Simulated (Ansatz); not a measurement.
**Coordination and ¹³⁹La quadrupole coupling in La₅Ge₃**

Cell: a computed structure from the Materials Project (it need not be an observed phase).

```cif
data_La5Ge3
_symmetry_space_group_name_H-M 'P6_3/mcm'
_symmetry_Int_Tables_number 193
_cell_length_a 9.0163
_cell_length_b 9.0163
_cell_length_c 6.9633
_cell_angle_alpha 90.000
_cell_angle_beta 90.000
_cell_angle_gamma 120.000
loop_
_atom_site_label
_atom_site_type_symbol
_atom_site_symmetry_multiplicity
_atom_site_Wyckoff_symbol
_atom_site_fract_x
_atom_site_fract_y
_atom_site_fract_z
La1 La 4 d 0.6667 0.3333 0.0000
La5 La 6 g 0.7506 0.7506 0.7500
Ge Ge 6 g 0.3918 0.3918 0.7500
```

One atom of each set is listed.

All values are calculated (Ansatz; DFT, PBE, plane waves and PAW, scalar-relativistic, 420 eV cutoff, Γ-centred 4×4×5 k-points, Fermi–Dirac smearing 0.05 eV), not measured.

Q(¹³⁹La) = 206.0 mb.

**Question.** Order the La environments from the weakest to the strongest quadrupole coupling.
A. La1: 6 Ge at 3.28 Å, 8 La at 3.48–3.86 Å
B. La5: 3 Ge at 3.10–3.24 Å; also 2 Ge at 3.71 Å

**Answer.** A (13.6 MHz, η = 0.00), B (58.6 MHz, η = 0.15).

An axis of threefold or higher order runs through La1, so V_zz lies along it and η is zero.

The run finds no gap above 0.1 eV (a metal, or nearly one), so the gradients can move by 10 % or more with the k-mesh. Without spin–orbit coupling (the program notes it for La) the gradients can shift somewhat, as the gap is small.
